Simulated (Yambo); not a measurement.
```
CELL_PARAMETERS angstrom
      4.59545     0.00000     0.00000
      0.00000     4.59545     0.00000
      0.00000     0.00000     4.59545
ATOMIC_POSITIONS crystal
  F  0.00000 0.50000 0.50000
  F  0.50000 0.00000 0.50000
  F  0.50000 0.50000 0.00000
  Cs 0.00000 0.00000 0.00000
  Hg 0.50000 0.50000 0.50000
```

CsHgF3 (cubic perovskite, space group Pm-3m, No. 221): mean Im ε in 1 eV windows above the direct gap of 4.94 eV, for different electron-hole kernels (Yambo, broadening 0.15 eV, norm-conserving LDA (Quantum ESPRESSO, 84 Ry, without SOC) bands; 8×8×8 mesh, 14 valence and 1 conduction bands, static screening with 60 bands and a 3 Ry block, scissor 2.46 eV, Tamm-Dancoff; field along x).

```
window (eV)  independent quasiparticles  BSE
-----------  --------------------------  ---
4.9 to 5.9                          0.8  3.6
5.9 to 6.9                          3.1  1.1
6.9 to 7.9                          1.6  0.4
```

This run doesn't resolve bound excitons or single peaks, so only averages are given, and they too depend on the mesh; weight that the attraction moves below the gap isn't listed. All transitions below 8.43 eV are in the band window. The scissor comes from a G0W0 run whose convergence isn't established.

Without spin-orbit coupling, band edges of such heavy elements can be off by tenths of an eV. The cell is held in this high symmetry; tilts and polar distortions were not searched.

Geometry of the Materials Project entry, not relaxed at this level.
